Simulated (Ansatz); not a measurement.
**SrSn3Pd: do energies and stresses tell the same story?**

All numbers below come from DFT PBEsol, scalar-relativistic, plane waves, PAW in Ansatz 0.2.0.

Cutoff 420 eV; k points 10×10×10 on the computed 5-atom cell (Γ-centred); Gaussian smearing, width 0.10 eV; no spin polarisation.

Relaxed cell: I4mm, a = 4.797 Å, b = 4.797 Å, c = 11.187 Å, α = 90.00°, β = 90.00°, γ = 90.00°, 5 atoms in the primitive cell. Whether it is the stable form of this composition wasn't checked.

Energies at zero smearing and pressures from the stress tensor, at volumes with shape and atoms relaxed:
```
V (Å³/atom) E − E(first) (meV/atom) P (GPa)
     24.199                     0.00     4.61
     24.971                   -15.89     2.10
     25.743                   -20.72    -0.02
     26.515                   -16.21    -1.80
     27.288                    -3.87    -3.29
```

Task: Check P = −dE/dV between neighbouring volumes, and get the bulk modulus from the pressures alone.

Result: With 1 eV/Å³ = 160.2 GPa:
```csv
middle V (Å³/atom),−ΔE/ΔV (GPa),mean P (GPa)
24.585,3.296,3.357
25.357,1.003,1.041
26.129,-0.935,-0.909
26.902,-2.561,-2.545
```

The two differ by 0.06 GPa at most. The mean of two end pressures misses the average over a step by about ΔV² P″/12, up to 0.04 GPa here; with that taken off 0.03 GPa remains. The stress is the derivative of the free energy, not of the energy at zero smearing, and with free energies 0.01 GPa remains. Around V = 25.743 Å³/atom, the two neighbours give B = −V ΔP/ΔV = 25.743 × 3.90 / 1.545 = 65.0 GPa, against B0 = 64.4 GPa from the Birch–Murnaghan fit of the energies.

Cost: 6 runs of about 14 core-minutes in all, on Intel Xeon 6975P-C (Granite Rapids) (shared hosts).